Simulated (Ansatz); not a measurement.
## A substitution in LaGe

All numbers are results of PBEsol, scalar-relativistic (spin polarisation where moments were expected) in the plane-wave PAW code Ansatz at 420 eV, Gaussian smearing of 0.05 eV, not measurements.

LaGe was relaxed to zero pressure in the CrB-type structure, built from a prototype.

The structure is orthorhombic, space group Cmcm (No. 63). Conventional cell: a = 4.560 Å, b = 11.218 Å, c = 4.061 Å, α = 90.00°, β = 90.00°, γ = 90.00°. La (site symmetry m2m) is surrounded by 7 Ge at 3.13 to 3.32 Å. Ge (site symmetry m2m) has 2 Ge at 2.66 Å as nearest neighbours. Neighbours are those within 15 % of a site's shortest distance, so a longer bond may be listed from one end only.

Results for LaGe: a (Å) 4.560, b (Å) 11.218, c (Å) 4.061, V (Å³/atom) 25.97, shortest unlike bond (Å) 3.13, gap (eV) metal, B0 (GPa) 68, E_f (eV/atom) -0.86.

Task: All La is replaced by Y and the cell relaxed again in the same space group. What comes out?

Result: YGe: a (Å) 4.237, b (Å) 10.617, c (Å) 3.914, V (Å³/atom) 22.01, shortest unlike bond (Å) 2.94, gap (eV) metal, B0 (GPa) 87, E_f (eV/atom) -0.98.

The volume changes by −15.2 %, or −5.4 % in mean length, and the shortest unlike bond by -0.19 Å. The bulk modulus goes from 67.8 to 86.7 GPa, as V^−1.5: with like bonding the larger cell is the softer. The formation energy moves by -0.12 eV/atom, so YGe is the more strongly bound against its own elements.

Whether LaGe and YGe form in this structure isn't claimed. The heavy elements are treated without spin–orbit coupling. The PAW datasets are PBE ones. E_f is the formation energy from the elements run alike, at 0 K, without zero-point energy; it is good to about 0.01 eV/atom as a calculation.

All runs used the PAW datasets of the set soft_2.
